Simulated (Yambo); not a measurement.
G0W0@PBEsol for SnS (space group Pnma, No. 62) in Yambo. Reference settings: 1×4×2 Γ-centred k mesh, 299 bands and a 7 Ry block in the screening, 299 bands in G with the Bruneval-Gonze terminator, plasmon pole fitted at 27.2 eV. The PBEsol gap (0, 0, -0.5) → Γ on this mesh is 0.83 eV; G0W0 gaps are taken between the same points.

With and without the terminator, as bands are cut:

```json
[
 {"bands in G (in W)": "117 (299)", "gap, terminator (eV)": "1.091", "gap, none (eV)": "0.993", "valence shift, terminator (eV)": "-0.307", "valence shift, none (eV)": "0.179"},
 {"bands in G (in W)": "195 (299)", "gap, terminator (eV)": "1.091", "gap, none (eV)": "1.034", "valence shift, terminator (eV)": "-0.371", "valence shift, none (eV)": "-0.135"},
 {"bands in G (in W)": "299 (299)", "gap, terminator (eV)": "1.093", "gap, none (eV)": "1.063", "valence shift, terminator (eV)": "-0.391", "valence shift, none (eV)": "-0.278"}
]
```

Over this range the gap spans 0.002 eV with the terminator and 0.070 eV without, the valence shift 0.084 eV and 0.457 eV. Neither column has reached its limit for certain.

The standard potential for Sn keeps a d shell in the valence without the s and p states of that shell. In tests on such compounds this moved G0W0 gaps by up to about 0.9 eV, so absolute quasiparticle energies here are unreliable; differences between settings are what counts.

Spin-orbit coupling is not included.

Geometry relaxed with PBE+D3(BJ); primitive cell a = 11.185 Å, b = 4.004 Å, c = 4.249 Å, α = β = γ = 90.00°.

A shift is the quasiparticle energy of the state minus its PBEsol energy.
